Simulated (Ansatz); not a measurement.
Data:

Bi$_{2}$Mo:
```cif
data_Bi4Mo2
_chemical_formula_sum 'Mo2 Bi4'
_space_group_name_H-M_alt 'P 1'
_space_group_IT_number 1
_cell_length_a 5.68354
_cell_length_b 5.68354
_cell_length_c 8.42167
_cell_angle_alpha 61.844
_cell_angle_beta 118.156
_cell_angle_gamma 141.755
loop_
_space_group_symop_operation_xyz
  'x, y, z'
loop_
_atom_site_label
_atom_site_type_symbol
_atom_site_fract_x
_atom_site_fract_y
_atom_site_fract_z
_atom_site_occupancy
Mo1 Mo 0.13892 0.86108 0.18486 1
Mo2 Mo 0.86108 0.13892 0.81514 1
Bi1 Bi 0.84078 0.15922 0.44794 1
Bi2 Bi 0.15922 0.84078 0.55206 1
Bi3 Bi 0.59447 0.40553 0.88811 1
Bi4 Bi 0.40553 0.59447 0.11189 1
```

This is the r²SCAN-relaxed structure.

All from r²SCAN (plane waves, PAW; program Ansatz), unless another level is named. Predict the formation energy from the elements (no fitted shifts).

0.39 eV/atom.

Give the density of states at the Fermi level.

0.60 states/eV per atom (mean over ±0.08 eV).

Space group C2/m. The start of the workflow was typed in or built on a structure type; neither database checked (COD, Materials Project) lists it. Whether it is the stable phase at ambient conditions was not checked. The r²SCAN relaxation kept the symmetry of its start; its stability against distortions is not shown here. The run is not spin-polarised. The volume moved by -16 % from the start of the relaxation. Its formation energy is positive at this level, so the cell may be metastable or incomplete. The references are the lowest solids computed at this level, not always the standard phases. Spin–orbit coupling is left out wherever it is not named.

Potentials: the earlier of the program's two PAW sets. The files were generated under PBE; for other functionals the program regenerates the frozen cores, and for LDA and PBEsol the local potential too.
